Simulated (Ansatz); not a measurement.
An Ansatz input:

```yaml
crystal:
  lattice:
    - [0.0, 2.8637758868, 2.8637758868]
    - [2.8637758868, 0.0, 2.8637758868]
    - [2.8637758868, 2.8637758868, 0.0]
  atoms:
    - { symbol: Zn, position: [0.125, 0.125, 0.125] }
    - { symbol: Zn, position: [0.875, 0.875, 0.875] }
hamiltonian:
  xc: pbesol
  pseudopotentials:
    kind: paw
    azcp:
      Zn: "pseudopotentials/Zn.paw.azcp"
basis:
  ecutwfc: 420
  fft_grid_basis: typed
kpoints:
  mp_grid: { grid: [11, 11, 11], shift: [0, 0, 0] }
magnetization:
  spin_polarized: false
scf:
  occupations: { method: fermi_dirac, width: 0.1 }
  lower_state_search: "off"
output:
  stress: true
```

Output

```
Warning: the record states the generating functional pbe (its physics header spells it `PBE`), which answers neither for hamiltonian.xc's functional nor for the pbesol family's — results may be inconsistent (PPs are generated against a specific XC)
Engine: ansatz 0.2.0, x86_64-unknown-linux-gnu
Pseudopotentials: kind: paw
Pseudopotential: Zn, paw, valence charge 12, recommended cutoff 420 eV (normal) 
Functional definition: PBEsol
  exchange = pbesol_x
  correlation = pbesol_c
Crystal: 2 atoms, lattice volume = 46.973 Å³
Basis set: ecut = 420 eV, 941 PW (Γ)
Bands: 16, of which v1, the nominal top of the filled ones, is band 12 counted from 1 (11 counted from 0)
Symmetry: 48 space group operations
Space group: Fd-3m (ITA 227), of the structure as read, at distance tolerance 3.6e-5 Å
k-points: 56 of 1331
Non-local potential: Zn, projectors of the file, l = 0: 2, l = 1: 2, l = 2: 3, l = 3: 1
PAW form: soft (Blöchl's): semilocal exchange-correlation on the pseudo side does not see the compensation charge
PAW frozen core: Zn, regenerated for the run's functional, and the local potential with it (the file was generated under x = pbe(κ = 0.804, μ = 0.2195149727645171), c = pbe(β = 0.06672455060314922))
PAW one-centre angular grid: Zn, 590 points (default); XC on 64 Gauss nodes
Initial density: superposition of atomic densities (neutral atoms: chi_scale 0, normalization atom), corrected by the library's trained network
Initial wavefunctions: pseudopotential atomic-orbital guess
Functional: x = pbesol(κ = 0.804, μ = 0.12345679012345678), c = pbesol(β = 0.046)
SCF iter   1: F=—  HF=-6560.601672 eV  |F-HF|=—  |Δ(HF+E_count)|=         —  Δρ=1.48e-3  dr2=8.01e-4  ethr=1.77e-3  ⟨swp⟩=5.6  Hψ=4369  notcnv=0
SCF iter   2: F=—  HF=-6560.600004 eV  |F-HF|=—  |Δ(HF+E_count)|=   1.67e-3  Δρ=6.50e-4  dr2=2.16e-4  ethr=3.34e-6  ⟨swp⟩=2.0  Hψ=2000  notcnv=0
SCF iter   3: F=—  HF=-6560.600019 eV  |F-HF|=—  |Δ(HF+E_count)|=   1.49e-5  Δρ=3.27e-4  dr2=8.17e-5  ethr=8.98e-7  ⟨swp⟩=1.0  Hψ=891  notcnv=0
SCF iter   4: F=—  HF=-6560.600007 eV  |F-HF|=—  |Δ(HF+E_count)|=   1.24e-5  Δρ=1.47e-4  dr2=1.79e-5  ethr=3.40e-7  ⟨swp⟩=2.0  Hψ=1548  notcnv=0
SCF iter   5: F=—  HF=-6560.600008 eV  |F-HF|=—  |Δ(HF+E_count)|=   1.74e-6  Δρ=2.45e-4  dr2=1.43e-5  ethr=7.46e-8  ⟨swp⟩=2.0  Hψ=1560  notcnv=0  defer=1
SCF iter   6: F=—  HF=-6560.600006 eV  |F-HF|=—  |Δ(HF+E_count)|=   2.77e-6  Δρ=1.21e-4  dr2=3.54e-6  ethr=5.97e-8  ⟨swp⟩=2.0  Hψ=1454  notcnv=0  defer=1
SCF iter   7: F=—  HF=-6560.600005 eV  |F-HF|=—  |Δ(HF+E_count)|=   9.84e-7  Δρ=4.22e-5  dr2=4.41e-7  ethr=1.47e-8  ⟨swp⟩=2.8  Hψ=1489  notcnv=0  defer=1
SCF iter   8: F=-6560.600004 eV  HF=-6560.600005 eV  |F-HF|=1.87e-8  |Δ(HF+E_count)|=   1.28e-7  Δρ=8.75e-6  dr2=1.92e-8  ethr=4.17e-10  ⟨swp⟩=3.0  Hψ=3613  notcnv=0
SCF 1 converged in 8 iterations: F = -6560.600004 eV  dr2 = 1.92e-8
SCF converged after 8 iterations
Free energy (F): -6560.600004 eV
Harris-Foulkes:  -6560.600005 eV  (|F-HF|=1.87e-8)
Internal energy: -6560.571852 eV  (E = F + TS)
E sigma→0 (E₀):  -6560.585928 eV
Entropy (-TS):   -0.028152 eV (-14.076 meV/atom)
Fermi energy:    5.423399 eV
--- Per-component energies (eV) ---
  E_band       = -26.773039
  E_kinetic    = 260.364405
  E_local      = -3874.683410  (includes V_loc(G=0)·N_el)
  E_nonlocal   = 1223.469532
  E_hartree    = 1624.000825
  E_xc         = -270.402111
  E_vxc        = -103.414562  (∫ρ·V_xc dr)
  E_paw        = -3574.729401  (= ΣΔE_a)
  E_vpaw       = -780.499839  (= ΣTr[D̂ρ^β])
  E_aug_tail   = -0.000726  (compensation charges beyond the density's cutoff)
  E_ewald      = -1950.185675
  E_core_change = 1.594710  (= ΣΔE_core)
  E_smearing   = -0.028152  (= −TS)
  E_closure    = -0.000000  (closes the sum)
  Σ components = -6560.600004   (vs F -6560.600004, Δ=0.00e0)
--- Stress (GPa, compression-positive) ---
       -1.220920       0.000000      -0.000000
       -0.000000      -1.220920       0.000000
        0.000000      -0.000000      -1.220920
  P = ⅓ Tr σ = -1.2209 GPa (-12.209 kbar)
```
